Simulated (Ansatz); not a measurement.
Mg₂SeS:
```xyz
4
Lattice="4.0989 0.0000 0.0000 0.0000 4.0989 0.0000 0.0000 0.0000 5.7845" Properties=species:S:1:pos:R:3 pbc="T T T"
Mg     2.0495     0.0000     4.2625
Mg     0.0000     2.0495     1.5221
Se     2.0495     2.0495     0.0000
S      0.0000     0.0000     2.8923
```

Relaxed with PBEsol. Special points in fractions of this cell's reciprocal vectors: Γ (0.000, 0.000, 0.000); X (0.000, 0.500, 0.000); M (0.500, 0.500, 0.000); Z (0.000, 0.000, 0.500); R (0.000, 0.500, 0.500); A (0.500, 0.500, 0.500).

List the band energies nearest the valence-band maximum at these points for PBEsol (plane waves, PAW; program Ansatz).

In eV from the valence-band maximum; about four levels below and three above (degenerate sets whole), none deeper than 8.9 eV; points with the same levels are listed once.

```
k                        below                above
-  ---------------------------  -------------------
Γ  -1.29 -1.29 -0.10 0.00 0.00       2.71 3.48 5.06
X      -1.65 -1.48 -0.84 -0.11       5.60 5.85 6.00
M      -1.32 -1.17 -1.17 -1.05  3.17 3.60 5.08 5.08
Z      -1.05 -1.05 -0.37 -0.37       4.52 4.78 5.78
R      -0.82 -0.48 -0.42 -0.08       4.34 4.59 6.92
A      -1.95 -1.95 -1.58 -1.43  5.07 5.21 7.32 7.32
```

Space group P-4m2. The workflow started from a Materials Project entry (that database holds measured and hypothetical structures alike); the Crystallography Open Database copy checked does not list it. Its standing as an ambient phase is unchecked. The PBEsol relaxation kept the symmetry of its start; of distortions, only those at the zone centre were tested. Spin–orbit coupling is left out wherever it is not named.

Potentials: the later of the program's two PAW sets.
